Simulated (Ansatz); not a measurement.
CeO$_{2}$ (fluorite)

```
CELL_PARAMETERS angstrom
      0.00000     2.71896     2.71896
      2.71896     0.00000     2.71896
      2.71896     2.71896     0.00000
ATOMIC_POSITIONS crystal
  Ce 0.00000 0.00000 0.00000
  O  0.25000 0.25000 0.25000
  O  0.75000 0.75000 0.75000
```

The slice is a {110} plane (indices of the conventional cell) through the point (0.250, 0.250, 0.250) (fractional), spanned by u = [100] and v = [1 -1 -1] in vectors of this cell: u (3.85 Å) and v (5.44 Å, at 90° to u). It covers one period; positions are fractions (u, v).

These are r2SCAN (plane waves to 500 eV, PAW, scalar-relativistic; Ansatz, an electronic-structure program) values and carry that method's errors. k mesh 11×11×11. These are valence fields of a PAW run, semicore shells included where kept as valence: close to a nucleus they are smooth pseudo fields. CeO2 is run without spin polarisation. CeO2 was relaxed with its symmetry unable to fall. The PAW data are Ansatz's earlier set. The filling of the f shell was not checked against other fillings, so treat energies with care.

Three fields on this plane, each scaled to ten steps between its own extremes (0 low, 9 high; the total valence density on a logarithmic scale, the potential cut 8 eV below its top; x marks points blanked near nuclei; v = 0 in the bottom row):

Map A
```
|xxxxx40000004xxxx|
|xxxx9510000159xxx|
|xxxx8410000148xxx|
|xx86420000002468x|
|32211000000001122|
|00000000000000000|
|32211000000001122|
|xx86420000002468x|
|xxxx8410000148xxx|
|xxxx9510000159xxx|
|xxxxx40000004xxxx|
|xxxxx30111103xxxx|
|xxxxx22688522xxxx|
|xxxx438xxxx834xxx|
|xxxx38xxxxxx83xxx|
|xx525xxxxxxxx525x|
|32128xxxxxxxx8212|
|00029xxxxxxxx9200|
|32128xxxxxxxx8212|
|xx525xxxxxxxx525x|
|xxxx38xxxxxx83xxx|
|xxxx438xxxx834xxx|
|xxxxx22588622xxxx|
|xxxxx30111103xxxx|
```

Map B
```
|xxxxx64333346xxxx|
|xxxx7532222357xxx|
|xxxx6431111346xxx|
|xx76532100123567x|
|66543210000123456|
|55543210000123455|
|66543210000123456|
|xx76532100123567x|
|xxxx6431111346xxx|
|xxxx7532222357xxx|
|xxxxx64333346xxxx|
|xxxxx75555557xxxx|
|xxxxx77888877xxxx|
|xxxx889xxxx988xxx|
|xxxx89xxxxxx98xxx|
|xx889xxxxxxxx988x|
|66679xxxxxxxx9766|
|55679xxxxxxxx9765|
|66679xxxxxxxx9766|
|xx889xxxxxxxx988x|
|xxxx89xxxxxx98xxx|
|xxxx889xxxx988xxx|
|xxxxx77888877xxxx|
|xxxxx75555557xxxx|
```

Map C
```
|xxxxx87655678xxxx|
|xxxx9998888999xxx|
|xxxx9999999999xxx|
|xx89999999999998x|
|89999999999999999|
|89999999999999999|
|89999999999999999|
|xx89999999999998x|
|xxxx9999999999xxx|
|xxxx9998888999xxx|
|xxxxx87655678xxxx|
|xxxxx64211246xxxx|
|xxxxx30000003xxxx|
|xxxx200xxxx002xxx|
|xxxx00xxxxxx00xxx|
|xx510xxxxxxxx015x|
|88500xxxxxxxx0058|
|88500xxxxxxxx0058|
|88500xxxxxxxx0058|
|xx510xxxxxxxx015x|
|xxxx00xxxxxx00xxx|
|xxxx200xxxx002xxx|
|xxxxx30000003xxxx|
|xxxxx64211246xxxx|
```

**Question.** Assign the maps to these fields: electron localisation function (ELF); valence electron density; electrostatic potential energy of an electron, from the cell's mean.

**Answer.** A is the electron localisation function (ELF); B is the valence electron density; C is the electrostatic potential energy of an electron, from the cell's mean.
